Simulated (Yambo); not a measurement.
G0W0@PBEsol for Au$_{2}$S (space group Pn-3m, No. 224) in Yambo. Reference settings: 2×2×2 Γ-centred k mesh, bands 17 to 286 and a 8 Ry block in the screening, 286 bands in G with the Bruneval-Gonze terminator, plasmon pole fitted at 27.2 eV. The PBEsol gap Γ → Γ on this mesh is 2.01 eV; G0W0 gaps are taken between the same points.

The settings were changed. The gap went from 2.60 eV to 2.28 eV, and the shift of the valence edge from -0.50 eV to 0.13 eV.

**Question.** What was changed between the two runs?
(A) no random integration
(B) 3 Ry block
(C) 115 bands in G, no terminator
(D) 189 bands in G, no terminator

**Answer.** C, 115 bands in G, no terminator. The others gave (gap, valence shift): 3 Ry block: 2.45, -0.33 eV; 189 bands in G, no terminator: 2.42, -0.20 eV; no random integration: 2.56, -0.28 eV.

Spin-orbit coupling is not included.

Geometry of the Materials Project entry, not relaxed at this level; primitive cell a = b = c = 5.274 Å, α = β = γ = 90.00°.

A shift is the quasiparticle energy of the state minus its PBEsol energy.
